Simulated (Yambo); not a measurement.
GaP (zinc blende, space group F-43m, No. 216), G0W0@LDA in Yambo (4×4×4 mesh, plasmon pole; 14 Ry block, no terminator). The number N of bands in W and G is varied.

| N | x = 1/N | gap Γ → X (eV) | shift of the valence edge (eV) |
|---|---|---|---|
| 50 | 0.02000 | 2.142 | -0.276 |
| 78 | 0.01282 | 2.202 | -0.457 |
| 114 | 0.00877 | 2.247 | -0.568 |
| 151 | 0.00662 | ? | ? |

### Question
Basis-set arguments suggest E = E∞ + A x. Fix A and E∞ from the two rows above the withheld one, predict the row at 151 bands, and test the form.

### Answer
Gap: A = (2.247 − (2.202))/(0.00877 − 0.01282) = -11.1, E∞ = 2.344 eV, so 2.271 eV is predicted; the run gave 2.272 eV (miss 1 meV). The first two rows have slope -8.36, so the form doesn't hold yet over the whole range. Shift: A = (-0.568 − (-0.457))/(0.00877 − 0.01282) = 27.4, E∞ = -0.808 eV, so -0.627 eV is predicted; the run gave -0.628 eV (miss 1 meV). The first two rows have slope 25.2, within 15 % of that. The other settings are held fixed.

The standard potential for Ga keeps a d shell in the valence without the s and p states of that shell. In tests on such compounds this moved G0W0 gaps by up to about 0.9 eV, so absolute quasiparticle energies here are unreliable; differences between settings are what counts.

Spin-orbit coupling is not included.

Geometry relaxed with LDA; primitive cell a = 3.810 Å, b = 3.810 Å, c = 3.810 Å, α = 60.00°, β = 60.00°, γ = 60.00°.

A shift is the quasiparticle energy of the state minus its LDA energy.
